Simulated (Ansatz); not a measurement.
All numbers below come from Ansatz, DFT PBE, scalar-relativistic, plane waves, PAW. Settings: cutoff 420 eV, Γ-centred meshes spaced at most about 0.3 Å⁻¹, and about 0.25 Å⁻¹ or finer for metals (2π included), Gaussian smearing. No spin polarisation in the final relaxations.

All energies are static (0 K, no zero-point motion). All come from trial cells, and lower structures may exist.

Question: Order these relaxed structures of Be2Se by energy, lowest first, with the energy over the lowest of them.
A.

```
Be Se
1.0
     3.24544    0.00000    0.00000
     0.00000    3.24544    0.00000
     0.00000    0.00000    7.40017
Be Se
4 2
Direct
  0.00000 0.00000 0.85213
  0.00000 0.00000 0.14787
  0.00000 0.00000 0.50000
  0.50000 0.50000 0.00000
  0.50000 0.50000 0.29425
  0.50000 0.50000 0.70575
```

B.

```
Be Se
1.0
     3.34927    0.00000    0.00000
    -1.67464    2.90056    0.00000
     0.00000    0.00000    4.31450
Be Se
2 1
Direct
  0.33333 0.66667 0.68823
  0.66667 0.33333 0.31177
  0.00000 0.00000 0.00000
```

C.

```
Be Se
1.0
     3.40922    0.00000    0.00000
    -1.70461    2.95247    0.00000
     0.00000    0.00000    4.56641
Be Se
2 1
Direct
  0.33333 0.66667 0.68130
  0.66667 0.33333 0.39176
  0.33333 0.66667 0.17694
```

D.

```
Be Se
1.0
     4.85222   -1.78347    0.00000
     4.85222    1.78347    0.00000
    -2.83118    0.00000    5.18940
Be Se
4 2
Direct
  0.71619 0.71619 0.76573
  0.18137 0.18137 0.49497
  0.28381 0.28381 0.23427
  0.81863 0.81863 0.50503
  0.91276 0.91276 0.19433
  0.08724 0.08724 0.80567
```

Answer: D (0 meV/atom), C (253 meV/atom), B (416 meV/atom), A (505 meV/atom). Forms: D C2/m; C P3m1; B anti-cadmium iodide type, P-3m1; A P4/mmm. Counting Se atoms around Be (those within 1.25 times the shortest such distance or 1.15 times the sum of covalent radii; the shortest distance is added where it is long for a bond; a slash parts the counts of unlike sites): D has Be 2/3; C has Be 2/3; B has Be 3; A has Be 2/4/8 from 2.8 Å.

Cells relaxed within their symmetry can be saddle points. The C2/m cell of Be2Se came from shaking the P-3m1 one. Some types were kept out of the candidates beforehand, so the set may lack a known form.
